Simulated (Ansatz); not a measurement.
## Computed generalised stacking-fault energy along a line: NaCl (rock salt)

NaCl (rock salt) is sheared across one {110} plane: the third cell vector gains the shift, so faults repeat every 5.9 Å. The cut lies between planes 1.98 Å apart; the cell height is held.

```
NaCl
1.0
    3.96526     0.00000     0.00000
    0.00000     5.60772     0.00000
    1.98263     2.80386     5.94789
Cl Na
3 3
Cartesian
  1.65219   2.33655   4.95657
  1.65219   2.33655   0.99131
  3.63482   5.14041   2.97394
  1.65219   5.14041   4.95657
  1.65219   5.14041   0.99131
  3.63482   2.33655   2.97394
```

In-plane vectors a = (3.965, 0.000) Å, b = (0.000, 5.608) Å, area 22.24 Å². The shift is s times the vector a (length 3.965 Å), so s = 1 restores the start. The shift is rigid: no atom relaxes. γ = [E(shift) − E(0)] / area.

Level of theory: r2SCAN (plane waves to 500 eV, PAW, scalar-relativistic; Ansatz, an electronic-structure program). k mesh 7×7×7 (Γ-centred), Fermi-Dirac smearing 0.05 eV. E is the zero-smearing estimate. Stress and pressure are positive under compression. Faults lie only 5.9 Å apart, and holding the cell height and the atoms raises γ above its relaxed value. Left out: 3 of 12 points, with atoms too close for the PAW data. NaCl was relaxed with its symmetry unable to fall. The zero of γ is zero shift.

```json
[
 {"s": "0.000", "γ (mJ/m²)": "0", "σ normal to the fault (GPa)": "0.0"},
 {"s": "0.083", "γ (mJ/m²)": "70", "σ normal to the fault (GPa)": "0.9"},
 {"s": "0.167", "γ (mJ/m²)": "310", "σ normal to the fault (GPa)": "4.1"},
 {"s": "0.250", "γ (mJ/m²)": "768", "σ normal to the fault (GPa)": "10.3"},
 {"s": "0.333", "γ (mJ/m²)": "1410", "σ normal to the fault (GPa)": "19.2"},
 {"s": "0.667", "γ (mJ/m²)": "1410", "σ normal to the fault (GPa)": "19.2"},
 {"s": "0.750", "γ (mJ/m²)": "768", "σ normal to the fault (GPa)": "10.3"},
 {"s": "0.833", "γ (mJ/m²)": "310", "σ normal to the fault (GPa)": "4.1"},
 {"s": "0.917", "γ (mJ/m²)": "70", "σ normal to the fault (GPa)": "0.9"}
]
```

The 12 points together took around 9 core-minutes (rough).

(The slope of γ gives the shear force per area between the displaced halves; near zero shift its curvature is an elastic stiffness.)
